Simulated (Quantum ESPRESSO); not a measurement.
Al2InGaAs4, one run as intended and one with a planted mistake

Computed values, not a measurement. The program is pw.x of Quantum ESPRESSO 7.5 (plane-wave density functional theory). The cell is made up: 8 atoms on a zincblende/diamond lattice, with randomly drawn elements, strain and displacements, not relaxed. PseudoDojo standard norm-conserving files (v0.5 for PBE, v0.4.1 for LDA and PBEsol) set the functional; there is no spin polarisation, spin-orbit coupling or dispersion term, and the masses in the input are unused placeholders.

Intended input:

```
&control calculation='scf', pseudo_dir='./dojo.nc.sr.pbe.v0_5.standard.upf', outdir='./o', disk_io='medium', tprnfor=.true., tstress=.true. /
&system ibrav=0, nat=8, ntyp=4, nbnd=52, ecutwfc=84.00895049, nosym=.true., tot_charge=0,
 occupations='smearing', smearing='fd', degauss=0.0018374661
/
&electrons conv_thr=7.350e-09, electron_maxstep=60, /
ATOMIC_SPECIES
Al 1.0 Al.upf
As 1.0 As.upf
Ga 1.0 Ga.upf
In 1.0 In.upf
CELL_PARAMETERS angstrom
5.7527 0.0 0.0
0.0 5.7527 0.0
0.0 0.0 5.7527
ATOMIC_POSITIONS angstrom
Al 0.0013 -0.0101 0.0102
In -0.0055 2.8899 2.8995
Al 2.9001 -0.0137 2.8405
Ga 2.8371 2.8934 -0.003
As 1.4571 1.4434 1.4318
As 1.4404 4.3108 4.3021
As 4.3413 1.4052 4.3149
As 4.3407 4.3222 1.4319
K_POINTS automatic
4 4 4 1 1 1
```

The log is shortened where brackets say so; the opening notice, blank lines, dates and the lines on written files are dropped, and the path of the files is cut. It prints rydbergs, bohrs and kilobars, and counts compression as positive stress.

Log of the intended run:

```
     Program PWSCF v.7.5
     Parallel version (MPI & OpenMP), running on       1 processor cores
     Number of MPI processes:                 1
     Threads/MPI process:                     1
     [start-up lines left out]
     bravais-lattice index     =            0
     lattice parameter (alat)  =      10.8710  a.u.
     unit-cell volume          =    1284.7297 (a.u.)^3
     number of atoms/cell      =            8
     number of atomic types    =            4
     number of electrons       =        92.00
     number of Kohn-Sham states=           52
     kinetic-energy cutoff     =      84.0090  Ry
     charge density cutoff     =     336.0358  Ry
     scf convergence threshold =      7.3E-09
     mixing beta               =       0.7000
     number of iterations used =            8  plain     mixing
     Exchange-correlation= PBE
                           (   1   4   3   4   0   0   0)
     [axes and pseudopotential details left out]
   Cartesian axes
     site n.     atom                  positions (alat units)
         1        Al     tau(   1) = (   0.0002260  -0.0017557   0.0017731  )
         2        In     tau(   2) = (  -0.0009561   0.5023554   0.5040242  )
         3        Al     tau(   3) = (   0.5041285  -0.0023815   0.4937681  )
         4        Ga     tau(   4) = (   0.4931771   0.5029638  -0.0005215  )
         5        As     tau(   5) = (   0.2532898   0.2509083   0.2488918  )
         6        As     tau(   6) = (   0.2503868   0.7493525   0.7478401  )
         7        As     tau(   7) = (   0.7546543   0.2442679   0.7500652  )
         8        As     tau(   8) = (   0.7545500   0.7513342   0.2489092  )
     number of k points=    32  Fermi-Dirac smearing, width (Ry)=  0.0018
                       cart. coord. in units 2pi/alat
        k(    1) = (   0.1250000   0.1250000   0.1250000), wk =   0.0625000
        k(    2) = (   0.1250000   0.1250000   0.3750000), wk =   0.0625000
     [further k points left out]
     Dense  grid:   133579 G-vectors     FFT dimensions: (  64,  64,  64)
     Estimated max dynamical RAM per process >     195.25 MB
     Initial potential from superposition of free atoms
     starting charge      91.9876, renormalised to      92.0000
     Starting wfcs are   62 randomized atomic wfcs
     total cpu time spent up to now is       20.3 secs
     per-process dynamical memory:   103.6 Mb
     Self-consistent Calculation
     iteration #  1     ecut=    84.01 Ry     beta= 0.70
     Davidson diagonalization with overlap
     ethr =  1.00E-02,  avg # of iterations =  4.4
     Threshold (ethr) on eigenvalues was too large:
     Diagonalizing with lowered threshold
     Davidson diagonalization with overlap
     ethr =  2.59E-04,  avg # of iterations =  3.0
     total cpu time spent up to now is      109.8 secs
     total energy              =   -1143.78977642 Ry
     estimated scf accuracy    <       0.24958978 Ry
     iteration #  2     ecut=    84.01 Ry     beta= 0.70
     Davidson diagonalization with overlap
     ethr =  2.71E-04,  avg # of iterations =  3.3
     total cpu time spent up to now is      152.3 secs
     total energy              =   -1143.83423907 Ry
     estimated scf accuracy    <       0.04251217 Ry
     [iterations 3 to 9 left out]
     iteration # 10     ecut=    84.01 Ry     beta= 0.70
     Davidson diagonalization with overlap
     ethr =  4.18E-11,  avg # of iterations =  2.0
     total cpu time spent up to now is      538.5 secs
     total energy              =   -1143.84494866 Ry
     estimated scf accuracy    <          7.9E-09 Ry
     iteration # 11     ecut=    84.01 Ry     beta= 0.70
     Davidson diagonalization with overlap
     ethr =  8.62E-12,  avg # of iterations =  2.8
     total cpu time spent up to now is      590.4 secs
     End of self-consistent calculation
     [lines on levels left out]
!    total energy              =   -1143.84494866 Ry
     estimated scf accuracy    <          1.5E-10 Ry
     smearing contrib. (-TS)   =      -0.00000000 Ry
     internal energy E=F+TS    =   -1143.84494866 Ry
     The total energy is F=E-TS. E is the sum of the following terms:
     one-electron contribution =    -674.29384653 Ry
     hartree contribution      =     386.69675853 Ry
     xc contribution           =    -276.52355344 Ry
     ewald contribution        =    -579.72430722 Ry
     convergence has been achieved in  11 iterations
     Forces acting on atoms (cartesian axes, Ry/au):
     atom    1 type  1   force =     0.00932446    0.00458256   -0.00360839
     atom    2 type  4   force =     0.00142243   -0.01525043   -0.01010725
     atom    3 type  1   force =    -0.00181025    0.00525860    0.00899413
     atom    4 type  3   force =     0.01845983   -0.00704647   -0.00392584
     atom    5 type  2   force =     0.02006734   -0.03437740   -0.02343255
     atom    6 type  2   force =     0.03727131    0.04907056    0.03393960
     atom    7 type  2   force =    -0.04533829   -0.02845248    0.03387265
     atom    8 type  2   force =    -0.03939681    0.02621505   -0.03573234
     Total force =     0.124846     Total SCF correction =     0.000074
     Computing stress (Cartesian axis) and pressure
          total   stress  (Ry/bohr**3)                   (kbar)     P=       39.91
   0.00026703   0.00002201   0.00002252           39.28        3.24        3.31
   0.00002201   0.00027451  -0.00003840            3.24       40.38       -5.65
   0.00002252  -0.00003840   0.00027235            3.31       -5.65       40.06
     init_run     :     18.99s CPU     19.98s WALL (       1 calls)
     electrons    :    564.52s CPU    570.09s WALL (       1 calls)
     forces       :      7.31s CPU      7.40s WALL (       1 calls)
     stress       :     26.02s CPU     26.14s WALL (       1 calls)
     [timing details left out]
     PWSCF        :  10m17.21s CPU  10m24.49s WALL
     JOB DONE.
```

A second run has one planted mistake: the k-point mesh is too coarse. The input lines that differ, file-writing options aside:

```
- 4 4 4 1 1 1
+ 2 2 2 1 1 1
```

Its log:

```
     Program PWSCF v.7.5
     Parallel version (MPI & OpenMP), running on       1 processor cores
     Number of MPI processes:                 1
     Threads/MPI process:                     1
     [start-up lines left out]
     bravais-lattice index     =            0
     lattice parameter (alat)  =      10.8710  a.u.
     unit-cell volume          =    1284.7297 (a.u.)^3
     number of atoms/cell      =            8
     number of atomic types    =            4
     number of electrons       =        92.00
     number of Kohn-Sham states=           52
     kinetic-energy cutoff     =      84.0090  Ry
     charge density cutoff     =     336.0358  Ry
     scf convergence threshold =      7.3E-09
     mixing beta               =       0.7000
     number of iterations used =            8  plain     mixing
     Exchange-correlation= PBE
                           (   1   4   3   4   0   0   0)
     [axes and pseudopotential details left out]
   Cartesian axes
     site n.     atom                  positions (alat units)
         1        Al     tau(   1) = (   0.0002260  -0.0017557   0.0017731  )
         2        In     tau(   2) = (  -0.0009561   0.5023554   0.5040242  )
         3        Al     tau(   3) = (   0.5041285  -0.0023815   0.4937681  )
         4        Ga     tau(   4) = (   0.4931771   0.5029638  -0.0005215  )
         5        As     tau(   5) = (   0.2532898   0.2509083   0.2488918  )
         6        As     tau(   6) = (   0.2503868   0.7493525   0.7478401  )
         7        As     tau(   7) = (   0.7546543   0.2442679   0.7500652  )
         8        As     tau(   8) = (   0.7545500   0.7513342   0.2489092  )
     number of k points=     4  Fermi-Dirac smearing, width (Ry)=  0.0018
                       cart. coord. in units 2pi/alat
        k(    1) = (   0.2500000   0.2500000   0.2500000), wk =   0.5000000
        k(    2) = (   0.2500000   0.2500000  -0.2500000), wk =   0.5000000
     [further k points left out]
     Dense  grid:   133579 G-vectors     FFT dimensions: (  64,  64,  64)
     Estimated max dynamical RAM per process >     195.25 MB
     Initial potential from superposition of free atoms
     starting charge      91.9876, renormalised to      92.0000
     Starting wfcs are   62 randomized atomic wfcs
     total cpu time spent up to now is        4.1 secs
     per-process dynamical memory:   101.7 Mb
     Self-consistent Calculation
     iteration #  1     ecut=    84.01 Ry     beta= 0.70
     Davidson diagonalization with overlap
     ethr =  1.00E-02,  avg # of iterations =  4.0
     Threshold (ethr) on eigenvalues was too large:
     Diagonalizing with lowered threshold
     Davidson diagonalization with overlap
     ethr =  2.85E-04,  avg # of iterations =  2.0
     total cpu time spent up to now is       15.6 secs
     total energy              =   -1143.74873252 Ry
     estimated scf accuracy    <       0.27341563 Ry
     iteration #  2     ecut=    84.01 Ry     beta= 0.70
     Davidson diagonalization with overlap
     ethr =  2.97E-04,  avg # of iterations =  2.0
     total cpu time spent up to now is       21.9 secs
     total energy              =   -1143.79775718 Ry
     estimated scf accuracy    <       0.04628782 Ry
     [iterations 3 to 9 left out]
     iteration # 10     ecut=    84.01 Ry     beta= 0.70
     Davidson diagonalization with overlap
     ethr =  3.81E-11,  avg # of iterations =  2.0
     total cpu time spent up to now is       75.8 secs
     total energy              =   -1143.80923678 Ry
     estimated scf accuracy    <          9.7E-09 Ry
     iteration # 11     ecut=    84.01 Ry     beta= 0.70
     Davidson diagonalization with overlap
     ethr =  1.05E-11,  avg # of iterations =  2.0
     total cpu time spent up to now is       80.1 secs
     End of self-consistent calculation
     [lines on levels left out]
!    total energy              =   -1143.80923679 Ry
     estimated scf accuracy    <          2.4E-10 Ry
     smearing contrib. (-TS)   =       0.00000000 Ry
     internal energy E=F+TS    =   -1143.80923679 Ry
     The total energy is F=E-TS. E is the sum of the following terms:
     one-electron contribution =    -674.56410855 Ry
     hartree contribution      =     387.03466809 Ry
     xc contribution           =    -276.55548911 Ry
     ewald contribution        =    -579.72430722 Ry
     convergence has been achieved in  11 iterations
     Forces acting on atoms (cartesian axes, Ry/au):
     atom    1 type  1   force =     0.00924922    0.00468386   -0.00378655
     atom    2 type  4   force =     0.00162680   -0.01534569   -0.01013332
     atom    3 type  1   force =    -0.00163927    0.00536889    0.00905834
     atom    4 type  3   force =     0.01847435   -0.00723793   -0.00390583
     atom    5 type  2   force =     0.02019802   -0.03558589   -0.02376721
     atom    6 type  2   force =     0.03729400    0.05005893    0.03433933
     atom    7 type  2   force =    -0.04548054   -0.02965003    0.03410770
     atom    8 type  2   force =    -0.03972259    0.02770786   -0.03591245
     Total force =     0.126675     Total SCF correction =     0.000107
     Computing stress (Cartesian axis) and pressure
          total   stress  (Ry/bohr**3)                   (kbar)     P=       42.78
   0.00028667   0.00002183   0.00002223           42.17        3.21        3.27
   0.00002183   0.00029383  -0.00003682            3.21       43.22       -5.42
   0.00002223  -0.00003682   0.00029190            3.27       -5.42       42.94
     init_run     :      3.72s CPU      3.92s WALL (       1 calls)
     electrons    :     74.58s CPU     76.08s WALL (       1 calls)
     forces       :      0.85s CPU      0.86s WALL (       1 calls)
     stress       :      3.02s CPU      3.04s WALL (       1 calls)
     [timing details left out]
     PWSCF        :   1m22.33s CPU   1m24.19s WALL
     JOB DONE.
```

|  | intended run | run with the mistake |
| --- | --- | --- |
| free energy (eV) | -15562.803 | -15562.317 |
| smearing term -TS (eV) | 0.0000 | 0.0000 |
| pressure (GPa) | 3.99 | 4.28 |
| largest force component (eV/Å) | 1.262 | 1.287 |
| largest change of a force component (eV/Å) |  | 0.039 |
| iterations | 11 | 11 |

For scale, a rerun of the intended cell at 1437 eV and a 6 x 6 x 6 mesh moved values by no more than 0.011 eV in energy, 0.02 GPa in stress and 0.003 eV/Å in force.